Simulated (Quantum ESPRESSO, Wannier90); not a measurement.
# CuI (P4/nmm), plane waves to Wannier functions

Materials Project entry mp-22863; symmetrised, unrelaxed at this level. Not found in the COD (Crystallography Open Database) copy used, which has the formula in other groups; not checked further. Method: PBEsol plane waves in Quantum ESPRESSO 7.5 (PseudoDojo norm-conserving files, 74 Ry, no spin polarisation, no spin-orbit coupling), Bloch states on a 8×8×6 mesh through Γ, Wannier90 4.0.1. Density: 8×8×6 mesh, cold smearing 0.01 Ry. A non-magnetic state is assumed, with no Hubbard U; filled 3d bands tend to lie too high at this level. The cell is built of weakly bound layers, chains or molecules, whose nearest atoms lie 4.30 Å apart. Database cells relaxed without dispersion often hold them too far apart, which can enlarge gaps and weakens couplings between them; spacing and stacking were not compared with the measured crystal. Spin-orbit coupling is left out although heavy elements are present.

```
begin unit_cell_cart
ang
    4.0902000000    0.0000000000    0.0000000000
    0.0000000000    4.0902000000    0.0000000000
    0.0000000000    0.0000000000    6.5514600000
end unit_cell_cart
mp_grid = 8 8 6
```

Question: Which shells of neighbouring k-points and which b-vectors and weights does Wannier90 pick for this cell and mesh?

Answer: 
```
 *---------------------------------- K-MESH ----------------------------------*
 +----------------------------------------------------------------------------+
 |                    Distance to Nearest-Neighbour Shells                    |
 |                    ------------------------------------                    |
 |          Shell             Distance (Ang^-1)          Multiplicity         |
 |          -----             -----------------          ------------         |
 |             1                   0.159842                      2            |
 |             2                   0.192020                      4            |
 |             3                   0.249842                      8            |
 |             4                   0.271557                      4            |
 |             5                   0.315107                      8            |
 |             6                   0.319684                      2            |
 |             7                   0.372920                      8            |
 |             8                   0.384039                      4            |
       ... (lines left out)
 +----------------------------------------------------------------------------+
 | The b-vectors are chosen automatically                                     |
 | The following shells are used:                       1,  2                 |
 +----------------------------------------------------------------------------+
 |                        Shell   # Nearest-Neighbours                        |
 |                        -----   --------------------                        |
 |                          1               2                                 |
 |                          2               4                                 |
 +----------------------------------------------------------------------------+
 | Completeness relation is fully satisfied [Eq. (B1), PRB 56, 12847 (1997)]  |
 +----------------------------------------------------------------------------+
 |                  b_k Vectors (Ang^-1) and Weights (Ang^2)                  |
 |                  ----------------------------------------                  |
 |            No.         b_k(x)      b_k(y)      b_k(z)        w_b           |
 |            ---        --------------------------------     --------        |
 |             1         0.000000    0.000000    0.159842    19.569916        |
 |             2         0.000000    0.000000   -0.159842    19.569916        |
 |             3         0.000000    0.192020    0.000000    13.560613        |
 |             4         0.192020    0.000000    0.000000    13.560613        |
 |             5         0.000000   -0.192020    0.000000    13.560613        |
 |             6        -0.192020    0.000000    0.000000    13.560613        |
```
